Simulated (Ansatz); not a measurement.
A 6-atom cell of PbO₂ started from a crystallographic database was relaxed with 4 functionals in the PAW code Ansatz, cell and atoms free, the symmetry of the start kept (meshes: PBE 6×6×8, r2SCAN 4×4×6, PBEsol 4×4×6, LDA 4×4×6). (Simulation; spin polarisation is off.)

The PBEsol result:
```cif
data_structure
_symmetry_space_group_name_H-M 'P4_2/mnm'
_symmetry_Int_Tables_number 136
_cell_length_a 4.9965
_cell_length_b 4.9965
_cell_length_c 3.4116
_cell_angle_alpha 90.000
_cell_angle_beta 90.000
_cell_angle_gamma 90.000
_cell_volume 85.17
loop_
_atom_site_label
_atom_site_type_symbol
_atom_site_symmetry_multiplicity
_atom_site_Wyckoff_symbol
_atom_site_fract_x
_atom_site_fract_y
_atom_site_fract_z
_atom_site_occupancy
Pb1 Pb 2 a 0.00000 0.00000 0.00000 1
O1 O 4 f 0.30761 0.30761 0.00000 1
```

Space group P4_2/mnm (No. 136), tetragonal; a = 4.997 Å, c = 3.412 Å in the conventional setting, 14.20 Å³ an atom. Around Pb lie 6 O at 2.17–2.18 Å; around O lie 3 Pb at 2.17–2.18 Å.

Problem. How does the cell change with r2SCAN?

Solution. a = 4.983 Å, c = 3.408 Å; the volume differs by -0.7 % from PBEsol's. Pb has 6 O at 2.16–2.18 Å; O has 3 Pb at 2.16–2.18 Å.

Problem. How does the cell change with LDA?

Solution. a = 4.935 Å, c = 3.392 Å; the volume differs by -3.0 % from PBEsol's. Pb is surrounded by 6 O at 2.15–2.16 Å; O is surrounded by 3 Pb at 2.15–2.16 Å.

Problem. Held at the r2SCAN cell, what mean stress does PBE find, and does its sign point to its own minimum?

Solution. Yes. PBE +6.34 GPa, and its relaxed volume is +5.0 % from r2SCAN's. Compression counts positive, so a positive stress asks for a larger cell.
